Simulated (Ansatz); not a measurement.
**Calculated field gradients at the nuclei for Zn3Sb4O6F6**

The cell is a diffraction structure from the COD, its atoms then relaxed with PBE in this cell.

Space group I-43m (No. 217); a = 8.1291 Å.

```csv
site,Wyckoff,site symmetry,x,y,z
Zn,6b,-42.m,0.5000,0.0000,0.0000
Sb,8c,.3m,0.8368,0.1632,0.1632
O,12e,2.mm,0.7488,0.0000,0.0000
F,12d,-4..,0.5000,0.0000,0.2500
```

One atom of each set is listed; the run and its k-mesh use a cell of 19 atoms with edges of 7.04, 7.04, 7.04 Å.

Computed with Ansatz: DFT, r2SCAN, plane waves and PAW, scalar-relativistic, 500 eV cutoff, Γ-centred 4×4×4 k-points, Fermi–Dirac smearing 0.02 eV.

Conventions: |V_zz| ≥ |V_yy| ≥ |V_xx|, η = (V_xx − V_yy)/V_zz, C_Q = eQV_zz/h.

67Zn: I = 5/2, Q = 122.0 mb; Sb-121: I = 5/2, Q = -543.0 mb; O-17: I = 5/2, Q = -25.58 mb. Nuclear quadrupole moments: year-2017 set (Pyykkö).

Q: Give the quadrupolar parameters of the distinct sites.

A: 

```
site  atoms                                      first shell  V_xx, V_yy, V_zz (10²¹ V/m²)     η  C_Q (MHz)
  Zn      3                     2 O at 2.02 Å, 4 F at 2.03 Å             1.55, 1.55, -3.11  0.00      -9.17
  Sb      4                                    3 O at 2.01 Å           19.12, 19.12, -38.2  0.00        502
   O      6                   2 Sb at 2.01 Å, 1 Zn at 2.02 Å            -1.24, -8.63, 9.86  0.75      -6.10
   F      6  2 Zn at 2.03 Å, angle 180°; also 4 Sb at 3.12 Å            -3.78, -3.78, 7.55  0.00          –
```

An axis of threefold or higher order runs through Zn, Sb and F, so V_zz lies along it and η is zero.

F has no stable isotope with a ground-state quadrupole moment in the table, so no C_Q is given.

The largest force is 0.6 eV/Å, so the atoms aren't at the calculated equilibrium and relaxing them would move these values. Without spin–orbit coupling (the program notes it for Sb) the gradients are little affected as a rule: paired runs on crystals with a gap mostly move them by under 2 % at such atoms. With these PAW files V_zz is typically within 2 to 3 % of all-electron values, but misses above 10 % occur on Sb, Zn.

The run took 31 s of wall time (31 s of CPU time) and 1.2 GiB at its peak, on 1 thread of AMD EPYC 9R14 (Zen 4) (x86_64; 4 cores open to the job, memory cap 3.0 GiB, no GPU), a shared host with a load of 0.2 a core.
